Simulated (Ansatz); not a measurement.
Geometry optimisation in Ansatz: input, command and trajectory.

```yaml
crystal:
  lattice:
    - [2.8063983755, 0.0, 0.0]
    - [-1.4031991878, 2.4304122863, 0.0]
    - [0.0, 0.0, 6.2168579522]
  atoms:
    - { symbol: V, position: [0.6666666667, 0.3333333333, 0.299116668], spin: 0.42 }
    - { symbol: V, position: [0.3333333333, 0.6666666667, 0.700883332], spin: 0.42 }
    - { symbol: "N", position: [0.0, 0.0, 0.5] }
    - { symbol: "N", position: [0.0, 0.0, 0.1079273723] }
    - { symbol: "N", position: [0.0, 0.0, 0.8920726277] }
basis:
  ecutwfc: 500
kpoints:
  mp_grid: { grid: [12, 12, 6] }
hamiltonian:
  xc: r2scan
scf:
  occupations: { method: gaussian, width: 0.1 }
output:
  forces: true
  stress: true
  eigenvalues: true
  populations: true
magnetization:
  spin_polarized: true
relax:
  adjacent_minimum: "off"
  f_tol: 0.005
  max_steps: 80
  cell: { stress_tol: 0.05 }
```

```bash
ansatz run input.yaml --threads 1 --pin off --max-ram 2560MiB --backend cpu --events-out ev --progress --plain --runs-dir out
```

The calculation used Ansatz, DFT r2SCAN, scalar-relativistic, plane waves, PAW.

Of 4 frames 3 are shown, positions in Å and forces in eV/Å; the SCF threshold varies from step to step. Steps run on the plane waves of an earlier cell, with a Pulay correction in the pressure. The basis is chosen afresh for the last frame, the zero of the energies, and at times for earlier ones too; energy and pressure step there, also at an unchanged geometry.

```xyz
5
Lattice="2.8064 0.0000 0.0000 -1.4032 2.4304 0.0000 0.0000 0.0000 6.2169" Properties=species:S:1:pos:R:3:forces:R:3 pbc="T T T" step=1 free_energy_over_end_meV_per_atom=0.00 pressure_GPa=0.02
V     1.4032    0.8101    1.8596    0.0000    0.0000    0.0009
V     0.0000    1.6203    4.3573    0.0000    0.0000   -0.0009
N     0.0000    0.0000    3.1084    0.0000    0.0000    0.0000
N     0.0000    0.0000    0.6710    0.0000    0.0000   -0.0148
N     0.0000    0.0000    5.5459    0.0000    0.0000    0.0148
5
Lattice="2.8060 0.0000 0.0000 -1.4030 2.4301 0.0000 0.0000 0.0000 6.2183" Properties=species:S:1:pos:R:3:forces:R:3 pbc="T T T" step=2 free_energy_over_end_meV_per_atom=0.00 pressure_GPa=0.00
V     1.4030    0.8100    1.8599    0.0000    0.0000    0.0007
V     0.0000    1.6201    4.3584    0.0000    0.0000   -0.0007
N     0.0000    0.0000    3.1092    0.0000    0.0000    0.0000
N     0.0000    0.0000    0.6709    0.0000    0.0000   -0.0092
N     0.0000    0.0000    5.5474    0.0000    0.0000    0.0092
5
Lattice="2.8061 0.0000 0.0000 -1.4031 2.4302 0.0000 0.0000 0.0000 6.2180" Properties=species:S:1:pos:R:3:forces:R:3 pbc="T T T" step=4 free_energy_over_end_meV_per_atom=0.00 pressure_GPa=0.01
V     1.4031    0.8101    1.8598    0.0000    0.0000    0.0018
V     0.0000    1.6201    4.3582    0.0000    0.0000   -0.0018
N     0.0000    0.0000    3.1090    0.0000    0.0000    0.0000
N     0.0000    0.0000    0.6708    0.0000    0.0000   -0.0029
N     0.0000    0.0000    5.5472    0.0000    0.0000    0.0029
```

The run took 96 s on 1 thread of AMD EPYC 7R43 64-Core Processor (Zen 3), on a shared host, peak memory 0.7 GiB.

The state reached may not be the lowest one. Moments started parallel, and an antiferromagnetic order may lie lower.